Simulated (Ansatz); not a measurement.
CaPd2 in space group I4/mmm (No. 139; Pd on 4d, Ca on 2a), the program Ansatz at the PBEsol level (PAW), all energies at zero smearing, with the estimated change up to a 700 eV cutoff added, with one set of potentials and settings (totals compare only within such a set). Cell of 3 atoms (2 Pd, 1 Ca): -15608.005 eV.

```json
[
 {"element": "Pd", "reference phase": "Fm-3m, 1 atoms in the cell", "E (eV/atom)": "-6906.6520"},
 {"element": "Ca", "reference phase": "Fm-3m, 1 atoms in the cell", "E (eV/atom)": "-1793.7315"}
]
```

Formation energy per atom, worked out: (-15608.005 − 2×(-6906.6520) − 1×(-1793.7315))/3 = -0.323 eV/atom (-31 kJ per mol of atoms), at 0 K, without zero-point energy or fitted corrections.

The workflow started from an entry of the Crystallography Open Database (COD). Its standing as an ambient phase is unchecked. The cell was relaxed with PBEsol under the symmetry of its start; its stability against distortions is not shown here. No spin polarisation was allowed. The volume moved by -23 % from the start of the relaxation. The volume fell by over 15 % from the filed cell, which may lack light atoms or belong to other conditions. The references are the lowest solids computed at this level, not always the standard phases.

Potentials: the later of the program's two PAW sets.
